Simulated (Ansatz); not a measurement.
Hf3Ge (I4/mmm), an elastic constant from a strain scan

All numbers below come from Ansatz, DFT PBEsol, scalar-relativistic, plane waves, PAW. Cutoff 420 eV, Γ-centred 16×16×16 k-points, Gaussian smearing of 0.15 eV. Spin–orbit coupling is left out, which can shift energies with elements as heavy as these. No spin polarisation. Energies are free energies at this smearing, counted from the undisturbed cell; pressure is positive in compression.

The undisturbed cell (relaxed at this level; it needn't be the usual structure):

```
CELL_PARAMETERS angstrom
-2.06492 2.06492 4.57653
2.06492 -2.06492 4.57653
2.06492 2.06492 -4.57653
ATOMIC_POSITIONS crystal
Hf 0.75000 0.25000 0.50000
Hf 0.25000 0.75000 0.50000
Hf 0.50000 0.50000 0.00000
Ge 0.00000 0.00000 0.00000
```

The cell is strained by ε times the Voigt pattern (1, 1, 0, 0, 0, 0) (xx, yy, zz, yz, xz, xy; engineering shear) with fractional coordinates fixed. The cell holds 4 atoms in V0 = 78.06 Å³. The stress column is τ = (1/V0) dE/dε, got from the stress tensor σ (compression positive) at each point as −det(1 + εP) σ : P(1 + εP)⁻¹, with P the pattern as a tensor.

| ε | ΔE (meV/atom) | τ (GPa) |
| --- | --- | --- |
| -0.0200 | 15.450 | -12.938 |
| -0.0100 | 3.800 | -6.268 |
| 0.0000 | 0.000 | -0.046 |
| 0.0050 | 0.876 | 2.904 |
| 0.0150 | 7.858 | 8.497 |
| 0.0200 | ? | ? |

Q: Which combination of elastic constants does this scan measure, and how large is it?

A: For small ε, τ = τ0 + Kε with K = pᵀCp, which for this pattern is C11 + C22 + 2 C12 in the Cartesian frame shown. The parabola through τ at ε = -0.0100, 0 and 0.0050 has slope K = 601 GPa at zero. The energies per cell, E = NΔE, of the same two points give K = 2[E(ε₊)/ε₊ − E(ε₋)/ε₋]/[(ε₊ − ε₋)V0] = 608 GPa, in agreement.

Q: Predict the withheld row at ε = 0.0200 from the harmonic law, and compare.

A: ΔE = V0(τ0 ε + Kε²/2)/N = 14.520 meV/atom and τ = 11.97 GPa. The calculation gives 13.845 meV/atom and 11.15 GPa, a miss of 4.6 % of the harmonic energy, so the harmonic law still holds here.

In a metal these slopes depend on the k mesh and the smearing.

Cost: 6 runs of about 11 core-minutes in all, on Arm Neoverse V1 (shared hosts).